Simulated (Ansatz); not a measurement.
## How much do the gradients of ZnPtC6N6 depend on the method?

Cell: a COD entry, its atoms then relaxed with PBE in this cell.

Space group Fm-3m (No. 225); a = 10.5234 Å.

```
site  Wyckoff  site symmetry       x       y       z
  Zn       4b           m-3m  0.5000  0.5000  0.5000
  Pt       4a           m-3m  0.0000  0.0000  0.0000
   C      24e           4m.m  0.5000  0.5000  0.1902
   N      24e           4m.m  0.5000  0.5000  0.3001
```

One atom of each set is listed; the run and its k-mesh use a cell of 14 atoms with edges of 7.44, 7.44, 7.44 Å.

First run. The numbers come from a DFT calculation in Ansatz (PBE, plane waves and PAW, scalar-relativistic, 420 eV cutoff, Γ-centred 5×5×5 k-points, Fermi–Dirac smearing 0.05 eV).

| site | V_zz (10²¹ V/m²) | η |
| --- | --- | --- |
| C | -3.78 | 0.00 |
| N | -5.82 | 0.00 |

Second run. The same atoms and settings, except that the functional is r2SCAN and the cutoff is 500 eV.

**Question.** What does the second run give?

**Answer.** 

```tsv
site	V_zz	η	change of V_zz
C	-4.13	0.00	-0.35
N	-6.09	0.00	-0.27
```

The largest change of V_zz is on C, from -3.78 to -4.13. In per cent, |V_zz| changes by +9 on C, +5 on N (all sites that start above 0.5). Sites without a gradient aren't listed.

Without spin–orbit coupling the gradients at and beside Pt can be off by some per cent, at some sites by more. The database entry as given showed forces above 3 eV/Å or a pressure above 30 GPa, though relaxing it moves no atom far.
For the second run: The largest force is 0.8 eV/Å, so the atoms aren't at the calculated equilibrium and relaxing them would move these values.
